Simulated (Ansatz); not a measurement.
SiO$_{2}$:
```
CELL_PARAMETERS angstrom
      4.92009     0.00000     0.00000
     -2.46005     4.26093     0.00000
      0.00000     0.00000     5.41601
ATOMIC_POSITIONS crystal
  Si 0.00000 0.46888 0.33333
  Si 0.53112 0.53112 0.00000
  Si 0.46888 0.00000 0.66667
  O  0.14394 0.73082 0.54889
  O  0.26918 0.41312 0.21556
  O  0.58688 0.85606 0.88222
  O  0.73082 0.14394 0.45111
  O  0.41312 0.26918 0.78444
  O  0.85606 0.58688 0.11778
```

Relaxed with r²SCAN. 

Problem. HSE06 on this cell (Ansatz, an electronic-structure program, PAW) gives a gap of 7.79 eV. What does r²SCAN give?

Solution. 6.60 eV.

Cost on shared cores: the r²SCAN run (SCF on a 7×7×5 mesh, then bands and DOS) about 80 core-seconds (a rough figure), the HSE06 run (SCF on 4×4×3, then a few points) about 80 core-seconds (a rough figure); the tasks are unlike.

Space group P3_221. The r²SCAN relaxation kept the symmetry of its start; phonons on a q-mesh show no instability.

Potentials: the earlier of the program's two PAW sets.

Ansatz is a plane-wave DFT program.
